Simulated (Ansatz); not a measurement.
MgS (rock salt)

```xyz
2
Lattice="0.0000 2.6148 2.6148 2.6148 0.0000 2.6148 2.6148 2.6148 0.0000" Properties=species:S:1:pos:R:3 pbc="T T T"
S      0.0000     0.0000     0.0000
Mg     2.6148     2.6148     2.6148
```

In each cell atom 2 (Mg, nearest neighbour S at 2.615 Å; its periodic images, 3.7 Å or more away, move with it) moves by s·(0.000, 0.000, 1.000) (along Cartesian z), the rest being held.

Method: PBE (plane waves to 420 eV, PAW, scalar-relativistic; Ansatz, an electronic-structure program). k mesh 9×9×9 (Γ-centred), Fermi-Dirac smearing 0.05 eV. E stands for the smeared free energy. Left out: 2 of 11 points, with atoms too close for the PAW data. MgS was relaxed with its symmetry unable to fall. The PAW data are Ansatz's earlier set. ΔE is measured from the undisplaced structure.

```json
[
 {"s (Å)": "-0.624", "ΔE (meV/cell)": "1188"},
 {"s (Å)": "-0.468", "ΔE (meV/cell)": "488"},
 {"s (Å)": "-0.312", "ΔE (meV/cell)": "withheld"},
 {"s (Å)": "-0.156", "ΔE (meV/cell)": "33"},
 {"s (Å)": "0.000", "ΔE (meV/cell)": "0"},
 {"s (Å)": "0.156", "ΔE (meV/cell)": "33"},
 {"s (Å)": "0.312", "ΔE (meV/cell)": "withheld"},
 {"s (Å)": "0.468", "ΔE (meV/cell)": "488"},
 {"s (Å)": "0.624", "ΔE (meV/cell)": "1188"}
]
```

Fit an even polynomial form (powers 2, 4) to the given rows and predict ΔE at s = 0.312.

Least squares on the 7 given rows: ΔE = (1174)·s² + (4819)·s⁴, in meV/cell with s in Å; root-mean-square residual 0.9 meV/cell. At 0.312 the fit gives 160 meV/cell; the calculation gives 164 meV/cell, so the interpolation is off by -4 (-2.4 %). The quadratic term alone would give 114 meV/cell.

(A displaced cell: forces are minus the slopes of the energy, force constants its curvatures, and phonons follow from these.)
